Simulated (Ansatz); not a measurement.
Question: Sb (diamond, Fd-3m) is relaxed with DFT-PBEsol in the program Ansatz with PAW potentials. What lattice parameters of the conventional cell result?

Answer: a = 6.873 Å.

Question: Is it a metal or does it have a gap at this level?

Answer: No gap at this level.

The start of the workflow was typed in or built on a structure type; neither database checked (COD, Materials Project) lists it. It is not the phase usual at ambient conditions (space group No. 166). Symmetry was held in the PBEsol relaxation. At this level the phase is mechanically unstable. Spin–orbit coupling is left out wherever it is not named.

Potentials: the later of the program's two PAW sets.
